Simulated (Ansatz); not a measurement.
**Computed properties of Al**

Al:
```
CELL_PARAMETERS angstrom
      2.85082     0.00000     0.00000
     -1.42541     2.46888     0.00000
      0.00000     0.00000    25.83148
ATOMIC_POSITIONS crystal
  Al 0.33333 0.66667 0.86262
  Al 0.66667 0.33333 0.95393
  Al 0.33333 0.66667 0.04607
  Al 0.66667 0.33333 0.13738
  Al 0.00000 0.00000 0.22789
  Al 0.33333 0.66667 0.31862
  Al 0.66667 0.33333 0.40930
  Al 0.00000 0.00000 0.50000
  Al 0.33333 0.66667 0.59070
  Al 0.66667 0.33333 0.68138
  Al 0.00000 0.00000 0.77211
```

Space group P-3m1 (No. 164); conventional cell a = 2.8508 Å, b = 2.8508 Å, c = 25.8315 Å, α = 90.00°, β = 90.00°, γ = 120.00°.

Method: DFT-PBE in the program Ansatz with PAW potentials. Structure relaxed to zero pressure with the same functional. Other levels are named where they apply.

### Cell and energy

```json
{
 "volume_per_atom": "16.53 Å³",
 "density": "2.71 g/cm³"
}
```

### Electronic structure

```json
{
 "electronic_character": "metallic (no gap)",
 "Density of states at the Fermi level": "0.42 states/eV per atom (mean over ±0.08 eV)"
}
```

### Mechanics

```json
{
  "Bulk modulus (Birch–Murnaghan fit)": "77.5 GPa",
  "Pressure derivative B′": "4.5"
}
```

The start of the workflow was typed in or built on a structure type; neither database checked (COD, Materials Project) lists it. It is not the phase usual at ambient conditions (space group No. 225). The cell was relaxed with PBE under the symmetry of its start; whether a distortion lowers the energy is not shown. Axis ratios of metals converge slowly with the k-mesh, so a and c are less sure than the volume.

Potentials: the later of the program's two PAW sets.
